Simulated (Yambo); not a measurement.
Yambo run on Li4MgN3H3 (space group Imm2, No. 44). The wavefunctions come from this Quantum ESPRESSO step (LDA, PseudoDojo standard norm-conserving files, scalar-relativistic):

```
&CONTROL
  calculation = 'nscf'
  pseudo_dir = './pseudo'
  outdir = './out'
/
&SYSTEM
  ibrav = 0
  nat = 11
  ntyp = 4
  ecutwfc = 84.0
  ecutrho = 336.0
  occupations = 'fixed'
  force_symmorphic = .true.
  nbnd = 106
/
&ELECTRONS
  conv_thr = 1.1000000000000001e-08
  diago_full_acc = .true.
  diago_thr_init = 1e-08
/
ATOMIC_SPECIES
H 1.0080 H.upf
Li 6.9400 Li.upf
N 14.0070 N.upf
Mg 24.3050 Mg.upf
CELL_PARAMETERS angstrom
 -1.844725000000   5.352115000000   2.401960000000
  1.844725000000  -5.352115000000   2.401960000000
  1.844725000000   5.352115000000  -2.401960000000
ATOMIC_POSITIONS crystal
H   0.941030000000   0.441030000000   0.500000000000
H   0.204320000000   0.097600000000   0.106720000000
H   0.990880000000   0.097600000000   0.893280000000
Li   0.673430000000   0.001360000000   0.672070000000
Li   0.329290000000   0.001360000000   0.327930000000
Li   0.820130000000   0.500960000000   0.319170000000
Li   0.181790000000   0.500960000000   0.680830000000
N   0.726920000000   0.226920000000   0.500000000000
N   0.432810000000   0.265560000000   0.167250000000
N   0.098310000000   0.265560000000   0.832750000000
Mg   0.525080000000   0.525080000000   0.000000000000
K_POINTS automatic
4 4 4 0 0 0
```

Yambo input:

```
rim_cut
gw0
dyson
el_el_corr
HF_and_locXC
ppa
em1d
RandQpts= 1000000
RandGvec= 1 Ry
EXXRLvcs= 84 Ry
VXCRLvcs= 336 Ry
Chimod= "HARTREE"
% BndsRnXp
 9 | 105 |
%
NGsBlkXp= 6 Ry
% LongDrXp
 1.0 | 1.0 | 1.0 |
%
PPAPntXp= 27.2114 eV
% GbndRnge
 1 | 105 |
%
GTermKind= "BG"
DysSolver= "n"
ExtendOut
% QPkrange
 1 | 1 | 20 | 21 |
 3 | 3 | 20 | 21 |
 8 | 8 | 20 | 21 |
 10 | 10 | 20 | 21 |
 11 | 11 | 20 | 21 |
 18 | 18 | 20 | 21 |
%
```

k points by index: 1 = Γ, 3 = (0, 0, -0.5), 8 = (0, -0.5, 0), 10 = (0, -0.5, -0.5), 11 = (0.25, 0.25, 0.25), 18 = (-0.5, -0.5, -0.5).

Resulting energies as the program prints them:

```
#    K-point    Band    Eo [eV]    E [eV]    E-Eo [eV]    Vxc [eV]    Vnlxc [eV]    Sc|Eo [eV]    Sc|E [eV]    dSc/dw|Eo [eV]    Re(Z)    Im(Z)
#
    1    20    0.000000    -0.741138    -0.741138    -16.08564    -19.99338    2.958226    3.166607    -7.649391    0.780570    -0.001530
    1    21    2.497138    3.438269    0.941131    -10.85156    -6.471231    -3.238405    -3.439199    -5.804932    0.824178    -0.001284
    3    20    -0.978581    -1.841774    -0.863194    -14.62204    -18.71554    2.988847    3.230303    -7.610300    0.781446    -0.001619
    3    21    3.105685    4.035498    0.929813    -8.738900    -4.312681    -3.312601    -3.496406    -5.378420    0.834964    -0.001249
    8    20    -0.786409    -1.635842    -0.849433    -15.28765    -19.45176    3.075088    3.314668    -7.673471    0.780031    -0.001609
    8    21    5.136052    6.372017    1.235965    -11.02012    -5.785875    -3.722580    -3.998285    -6.069292    0.817631    -0.001349
    10    20    -0.578801    -1.411746    -0.832945    -15.41753    -19.51227    3.028178    3.261792    -7.630513    0.780993    -0.001572
    10    21    3.893489    5.040460    1.146970    -11.24922    -6.324121    -3.522851    -3.778131    -6.055680    0.817965    -0.001355
    11    20    -0.872987    -1.717542    -0.844555    -15.23186    -19.36671    3.052357    3.290298    -7.665010    0.780220    -0.001598
    11    21    5.251484    6.340726    1.089241    -10.35594    -5.496893    -3.527290    -3.769801    -6.057575    0.817919    -0.001420
    18    20    -0.174288    -0.964858    -0.790571    -15.73151    -19.70649    2.962884    3.184413    -7.623630    0.781147    -0.001544
    18    21    2.813925    3.752578    0.938653    -8.607534    -4.254270    -3.230967    -3.414612    -5.323145    0.836383    -0.001239
```
(The two width columns are left out.) Convergence of these settings isn't established.

Geometry of the Materials Project entry, not relaxed at this level.

The structure is a Materials Project entry; no match was found in the copy of COD used, and its stability was not checked.
